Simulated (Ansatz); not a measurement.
Density of states of a NaMg₅Cl₁₁ cell (a random packing after short dynamics, relaxed), per eV and atom, broadened by Gaussian smearing of width 0.1 eV and averaged over bins of 0.4 eV, from 8 eV under the Fermi level at most up to where the solved bands end.

The calculation used DFT PBE, scalar-relativistic, plane waves, PAW in Ansatz 0.2.0.

Plane waves to 420 eV, a k mesh through Γ of 3×3×3 on the computed 17-atom cell and Gaussian smearing (0.02 eV); no spin polarisation.

```yaml
crystal:
  lattice:
    - [7.45502, 0.30937, -0.05658]
    - [0.32407, 7.76148, 0.10382]
    - [-0.05644, 0.10815, 7.95748]
  atoms:
    - { symbol: Na, position: [0.61431, 0.88674, 0.52792] }
    - { symbol: Cl, position: [0.71381, 0.35886, 0.85626] }
    - { symbol: Cl, position: [0.97709, 0.48920, 0.16669] }
    - { symbol: Cl, position: [0.44693, 0.25930, 0.17142] }
    - { symbol: Cl, position: [0.84311, 0.14824, 0.44098] }
    - { symbol: Cl, position: [0.92116, 0.71415, 0.70377] }
    - { symbol: Cl, position: [0.19838, 0.36828, 0.57668] }
    - { symbol: Cl, position: [0.71214, 0.89972, 0.14219] }
    - { symbol: Cl, position: [0.60704, 0.54992, 0.44100] }
    - { symbol: Cl, position: [0.26268, 0.80975, 0.30158] }
    - { symbol: Cl, position: [0.08071, 0.07956, 0.96217] }
    - { symbol: Cl, position: [0.45579, 0.78416, 0.83918] }
    - { symbol: Mg, position: [0.87469, 0.41921, 0.58840] }
    - { symbol: Mg, position: [0.36949, 0.97359, 0.06843] }
    - { symbol: Mg, position: [0.75883, 0.65894, 0.94864] }
    - { symbol: Mg, position: [0.84397, 0.20216, 0.13520] }
    - { symbol: Mg, position: [0.30315, 0.49688, 0.33148] }
```

```tsv
E − E_F (eV)	total	Cl 3p	Mg 3s	Na 3s	Cl 3s
-5.85	0.266	0.218	0.043	0.000	0.003
-5.45	0.539	0.450	0.075	0.001	0.008
-5.05	0.607	0.537	0.051	0.002	0.010
-4.65	0.873	0.827	0.023	0.004	0.007
-4.25	1.037	0.996	0.016	0.004	0.006
-3.85	1.168	1.130	0.011	0.006	0.005
-3.45	1.367	1.336	0.006	0.005	0.004
-3.05	1.702	1.676	0.004	0.003	0.003
-2.65	1.353	1.338	0.002	0.001	0.002
-2.25	0.793	0.787	0.001	0.000	0.001
-1.85	0.001	0.001	0.000	0.000	0.000
-1.45	0.000	0.000	0.000	0.000	0.000
-1.05	0.000	0.000	0.000	0.000	0.000
-0.65	0.000	0.000	0.000	0.000	0.000
-0.25	0.000	0.000	0.000	0.000	0.000
0.15	0.000	0.000	0.000	0.000	0.000
0.55	0.000	0.000	0.000	0.000	0.000
0.95	0.000	0.000	0.000	0.000	0.000
1.35	0.000	0.000	0.000	0.000	0.000
1.75	0.000	0.000	0.000	0.000	0.000
2.15	0.010	0.000	0.006	0.001	0.002
2.55	0.029	0.003	0.017	0.002	0.004
2.95	0.103	0.012	0.061	0.007	0.013
3.35	0.148	0.018	0.082	0.006	0.014
3.75	0.309	0.038	0.141	0.020	0.015
4.15	0.495	0.058	0.210	0.052	0.020
```

The columns after the total are the largest Löwdin projections on the valence shells of the potentials, so they needn't add up, and the weight of a shell that a potential lacks goes to other orbitals. The cell has a gap on the mesh of 4.45 eV.

An odd mesh misses points on the zone edge, so a gap read on it can be too wide.

Cost: 2 runs of about 1.9 core-minutes in all (earlier runs that led there not counted), on Arm Neoverse V2 (shared hosts).